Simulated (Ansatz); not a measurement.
TlF:
```yaml
crystal:
  lattice:
    - [6.17303, 0.00000, 0.00000]
    - [0.00000, 5.61208, 0.00000]
    - [0.00000, 0.00000, 5.19053]
  atoms:
    - { symbol: Tl, position: [0.25194, 0.50608, 0.25000] }
    - { symbol: Tl, position: [0.74806, 0.49392, 0.75000] }
    - { symbol: Tl, position: [0.25194, 0.99392, 0.75000] }
    - { symbol: Tl, position: [0.74806, 0.00608, 0.25000] }
    - { symbol: F, position: [0.86104, 0.57236, 0.25000] }
    - { symbol: F, position: [0.13896, 0.42764, 0.75000] }
    - { symbol: F, position: [0.86104, 0.92764, 0.75000] }
    - { symbol: F, position: [0.13896, 0.07236, 0.25000] }
```

Relaxed with r²SCAN+D4.

Problem. Give the Bader charges and basin volumes of the independent atoms, r²SCAN+D4 (plane waves, PAW; program Ansatz).

Solution. 

| atom | Bader charge (e) | Bader volume (Å³) |
|---|---|---|
| Tl1 | +0.80 | 29.9 |
| F5 | -0.80 | 15.1 |

Space group Pbcm. The first step of the workflow began from a Materials Project structure, measured or hypothetical; the Crystallography Open Database files this formula in space group No. 57, but the cells were not matched. Its standing as an ambient phase is unchecked. Symmetry was held in the r²SCAN+D4 relaxation; whether a distortion lowers the energy is not shown. Spin–orbit coupling is left out wherever it is not named.

Potentials: the earlier of the program's two PAW sets.
